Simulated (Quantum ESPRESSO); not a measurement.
# ZrHf3S8: convergence and cost over cutoff and k mesh

Simulated, not a measurement. The program is pw.x of Quantum ESPRESSO 7.5 (plane-wave density functional theory). The cell is made up: 12 atoms on a layered 1T lattice, with randomly drawn elements, strain and displacements, not relaxed. PseudoDojo standard norm-conserving files (v0.5 for PBE, v0.4.1 for LDA and PBEsol) set the functional; there is no spin polarisation, spin-orbit coupling or dispersion term, and the masses in the input are unused placeholders. A spin-polarised start on this cell or one of its family kept no moment.

The hafnium pseudopotential is less sure than the others, with forces about 3 percent (worst 6) and pressure in oxides about 1.5 GPa (worst 2.7) from a second method in checks, which no rerun with the same files tests.

Input of the run in row 2:

```
&control calculation='scf', pseudo_dir='./dojo.nc.sr.pbe.v0_5.standard.upf', outdir='./o', disk_io='medium', tprnfor=.true., tstress=.true. /
&system ibrav=0, nat=12, ntyp=3, nbnd=54, ecutwfc=66.00178263, nosym=.true., tot_charge=0,
 occupations='smearing', smearing='fd', degauss=0.0018374661
/
&electrons conv_thr=7.350e-09, electron_maxstep=60, /
ATOMIC_SPECIES
Hf 1.0 Hf.upf
S 1.0 S.upf
Zr 1.0 Zr.upf
CELL_PARAMETERS angstrom
3.7868 -0.0149 0.0078
-0.0259 6.4157 -0.031
0.0253 -0.0577 11.9937
ATOMIC_POSITIONS angstrom
Zr 0.0223 -0.0097 0.0066
Hf 1.9143 3.2163 0.0062
Hf 0.0443 -0.1182 5.9932
Hf 1.8406 3.153 6.0136
S 0.0355 2.1659 1.4813
S 1.9169 1.0583 4.4223
S 1.9178 5.329 1.4941
S -0.0044 4.2587 4.4399
S -0.0415 2.1272 7.4677
S 1.8738 1.0455 10.4723
S 1.8407 5.2987 7.5045
S -0.0089 4.2395 10.4309
K_POINTS automatic
6 4 2 1 1 1
```

The same cell was run at these settings. Meshes are shifted by half a step, and differences are from the last row, which is itself not exact.

| cutoff (eV) | k mesh | k points solved | threshold (eV) | free energy less the last row's (eV) | pressure (GPa) | largest stress difference (GPa) | largest force difference (eV/Å) | iterations | wall time (s) | k-point pools | processor |
| --- | --- | --- | --- | --- | --- | --- | --- | --- | --- | --- | --- |
| 629 | 2 x 2 x 2 | 4 | 1e-04 | -0.611 | -8.30 | 3.58 | 0.101 | 12 | 69 | 1 | AMD EPYC, Zen 5 class |
| 898 | 6 x 4 x 2 | 24 | 1e-07 | -0.003 | -6.93 | 0.07 | 0.003 | 15 | 533 | 1 | AMD EPYC, Zen 5 class |
| 1467 | 8 x 6 x 4 | 96 | 1e-07 | 0.000 | -6.92 | 0.00 | 0.000 | 15 | 3583 | 1 | AMD EPYC, Zen 5 class |

Each pool is one process. Wall times include start-up and a band step at six k points, which weighs most on the coarsest meshes. The runs were on shared virtual cores whose load varied, so times are rough.